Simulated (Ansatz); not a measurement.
Mo (bcc, W type)

```xyz
2
Lattice="-3.1607 3.1607 3.1607 1.5804 -1.5804 1.5804 1.5804 1.5804 -1.5804" Properties=species:S:1:pos:R:3 pbc="T T T"
Mo     0.0000     0.0000     0.0000
Mo    -1.5804     1.5804     1.5804
```

The atoms are displaced by Q × the pattern below (from a DFPT mode at N = (0.5, 0.0, 0.0), largest move 1; Q in Å), at fixed cell. (q is in reciprocal vectors of the primitive cell; the cell shown is doubled to hold the pattern.)

```csv
atom,x,y,z
Mo1,0.000,0.707,-0.707
Mo2,0.000,-0.707,0.707
```

These are PBE (plane waves to 420 eV, PAW, scalar-relativistic; Ansatz, a first-principles code) values and carry that method's errors. k mesh 21×21×21 (Γ-centred), Fermi-Dirac smearing 0.05 eV. With partly filled bands, energies and forces of such displacements shift with the k mesh and the smearing. Mo is run without spin polarisation. Mo was relaxed with its symmetry unable to fall.

At one point of the scan the forces (eV/Å) are:

| atom | Fx | Fy | Fz |
|---|---|---|---|
| Mo1 | 0.000 | 0.447 | -0.447 |
| Mo2 | 0.000 | -0.447 | 0.447 |

**Question.** Which point is it?
(A) Q = -0.050 Å
(B) Q = -0.017 Å
(C) Q = -0.100 Å
(D) Q = -0.033 Å

**Answer.** A, Q = -0.050 Å

(For displaced atoms, the force is minus the slope of the energy, and its curvature is a force constant, which sets phonon frequencies.)
